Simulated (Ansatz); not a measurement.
Data:

Os:
```cif
data_Os2
_chemical_formula_sum 'Os2'
_space_group_name_H-M_alt 'P63/mmc'
_space_group_IT_number 194
_space_group_name_Hall '-P 6c 2c'
_cell_length_a 2.71577
_cell_length_b 2.71577
_cell_length_c 4.28979
_cell_angle_alpha 90.000
_cell_angle_beta 90.000
_cell_angle_gamma 120.000
loop_
_atom_site_label
_atom_site_type_symbol
_atom_site_symmetry_multiplicity
_atom_site_Wyckoff_symbol
_atom_site_fract_x
_atom_site_fract_y
_atom_site_fract_z
_atom_site_occupancy
Os1 Os 2 c 0.33333 0.66667 0.25000 1
```

This is the LDA-relaxed structure.

Problem. All from LDA (plane waves, PAW; program Ansatz), unless another level is named. Estimate the Poisson's ratio.

Solution. 0.23.

Problem. Give the highest zone-centre frequency.

Solution. 225 cm⁻¹.

Space group P6_3/mmc (hcp (Mg type)). Symmetry was held in the LDA relaxation; of distortions, only those at the zone centre were tested. No spin polarisation was allowed. As this level gives no gap, phonon frequencies hold no LO–TO term and depend on the k-mesh and smearing (Fermi–Dirac, 0.1 eV here). Spin–orbit coupling is left out wherever it is not named.

Potentials: the earlier of the program's two PAW sets.
